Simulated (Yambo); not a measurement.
BSE-type run in Yambo on K2PtC2 (space group P-3m1, No. 164), at finite momentum (a q point of the mesh, 0.24 1/Å).

Quantum ESPRESSO step (PBEsol, PseudoDojo standard norm-conserving files, scalar-relativistic):
```
&CONTROL
  calculation = 'nscf'
  pseudo_dir = './pseudo'
  outdir = './out'
/
&SYSTEM
  ibrav = 0
  nat = 5
  ntyp = 3
  ecutwfc = 84.0
  ecutrho = 336.0
  occupations = 'fixed'
  force_symmorphic = .true.
  nbnd = 70
/
&ELECTRONS
  conv_thr = 5e-09
  diago_full_acc = .true.
  diago_thr_init = 1e-08
/
ATOMIC_SPECIES
C 12.0110 C.upf
K 39.0983 K.upf
Pt 195.0840 Pt.upf
CELL_PARAMETERS angstrom
  5.138340012000   0.000000000000   0.000000000000
 -2.569170006000   4.449932983000   0.000000000000
  0.000000000000   0.000000000000   5.194540000000
ATOMIC_POSITIONS crystal
C   0.000000000000   0.000000000000   0.877890000000
C   0.000000000000   0.000000000000   0.122110000000
K   0.333333333000   0.666666667000   0.778240000000
K   0.666666667000   0.333333333000   0.221760000000
Pt   0.000000000000   0.000000000000   0.500000000000
K_POINTS automatic
6 6 4 0 0 0
```

Yambo input:
```
rim_cut
optics
bse
bss
dipoles
em1s
RandQpts= 1000000
RandGvec= 1 Ry
FFTGvecs= 40 Ry
Chimod= "HARTREE"
BSKmod= "SEX"
BSEmod= "resonant"
BSSmod= "hs"
BSENGexx= 15 Ry
BSENGBlk= 3 Ry
% KfnQP_E
 0.881 | 1.0 | 1.0 |
%
% BSEQptR
 4 | 4 |
%
% BSEBands
 15 | 26 |
%
% BEnRange
 0.0 | 7.1 | eV
%
% BDmRange
 0.15 | 0.15 | eV
%
BEnSteps= 142
% BLongDir
 1.0 | 0.0 | 0.0 |
%
BSHayTrs= -0.02
BSSNEig= 24
WRbsWF
% BndsRnXs
 5 | 66 |
%
NGsBlkXs= 3 Ry
% LongDrXs
 1.0 | 1.0 | 1.0 |
%
```

From the report:

The dimension is k points × valence × conduction bands = 144 × 8 × 4 = 4608.
```
   [SLEPC] Approach                          : Krylov-Schur
   [SLEPC] Number of requested eigenvalues   :  24
   [SLEPC] Number of eigenvalues        [NEV]:  24
    [K] Dimension                                    :   4608
    [K] Bands                                        :  15  26
    [K] Exchange res                                 : yes
    [K] Correlation res                              : yes
    [K] W interaction is bare                        : no
    [K] RL vectors exchange                          :   769
    [K] RL vectors correlation                       :   83
    [W] Matrix size                                  :   83
    [W] Bands                                        :    5   66
    [W] Coulomb Cutoff                               : none
    [W] Hxc Kernel                                   : HARTREE
```
Lowest eigenvalues (eV; in brackets the number of states within 2 meV): 1.37 (1), 1.38 (1), 1.38 (1), 1.45 (1), 1.66 (2), 1.80 (1). They depend on the mesh, which isn't converged, and on the G0W0 scissor.

Spin-orbit coupling is not included.

Geometry of the Materials Project entry, not relaxed at this level.

The structure is a Materials Project entry; no match was found in the copy of COD used, and its stability was not checked.
